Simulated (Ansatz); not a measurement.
## Trial structures of Lu₃Hf₂F: starts and ends

These are results of DFT PBE, scalar-relativistic, plane waves, PAW in Ansatz 0.2.0, not measurements. Settings: cutoff 420 eV, Γ-centred meshes spaced at most about 0.3 Å⁻¹, and about 0.25 Å⁻¹ or finer for metals (2π included), Gaussian smearing. No spin polarisation in the final relaxations.

Each guess was relaxed in cell and atoms at zero pressure, within the symmetry of its start. Temperature and zero-point effects are left out. Coordination counts Hf or Lu atoms around F (for each partner element, those within 1.25 times its shortest distance or 1.15 times the sum of covalent radii, where it is the nearest in units of that sum or under 1.3; the shortest distance is added where it exceeds 1.18 times the sum of covalent radii).

```csv
guess,made from,start group,V start (Å³/atom),end group,V end (Å³/atom),coordination at the end,gap on mesh (eV),E over the lowest end (meV/atom)
1,Dy2AlCo3 type,R-3m,19.7,R-3m,23.3,F 6,0,0
2,random cell,P4/mmm,20.9,P4/mmm,26.5,F 4,0,1106
3,Er2Mg3Ru type,P4/mmm,25.2,P4/mmm,23.0,F 8 from 2.8 Å,0,59
4,EuAl2Ag3 type,P6/mmm,20.9,?,?,?,?,?
```

Guess 4 as it starts:

Space group P6/mmm (No. 191). a = 5.750 Å, b = 5.750 Å, c = 4.370 Å, α = 90.00°, β = 90.00°, γ = 120.00°
| atom | site | symmetry | x | y | z |
| --- | --- | --- | --- | --- | --- |
| Lu | 3g | mmm | 0.5000 | 0.5000 | 0.5000 |
| Hf | 2c | -6m2 | 0.6667 | 0.3333 | 0.0000 |
| F | 1a | 6/mmm | 0.0000 | 0.0000 | 0.0000 |

Question: Predict the end of this guess and its energy over the lowest end.

Answer: It ends in space group P6/mmm (No. 191), with a = 6.076 Å, c = 5.370 Å, 28.6 Å³/atom and no gap. It lies 1.07 eV/atom over the lowest end, above guess 3 and below guess 2. Counting Hf or Lu atoms around F, this end has F 6 from 3.5 Å and the lowest (guess 1) has F 6.

```
Lu Hf F
1.0
     6.07614    0.00000    0.00000
    -3.03807    5.26209    0.00000
     0.00000    0.00000    5.37031
Lu Hf F
3 2 1
Cartesian
  1.5190 2.6310 2.6852
  3.0381 0.0000 2.6852
  -1.5190 2.6310 2.6852
  3.0381 1.7540 0.0000
  0.0000 3.5081 0.0000
  0.0000 0.0000 0.0000
```

Energies over the elements count from the elements' standard structures at the same level (F₂ as a molecule), with no fitted energy shifts.

Question: Is the lowest end bound against the elements?

Answer: Yes: its formation energy is −0.34 eV/atom. A negative formation energy is needed for stability but isn't enough: competing phases decide.

These runs have no spin–orbit coupling, which can matter for Hf. A magnetic state wasn't ruled out in cells without spin, among them P6/mmm, P4/mmm at 26.5 Å³/atom. Cells relaxed within their symmetry can be saddle points. A lower structure may well exist outside this small set. Some candidate types were left out of the draw beforehand, so a known form may be missing.
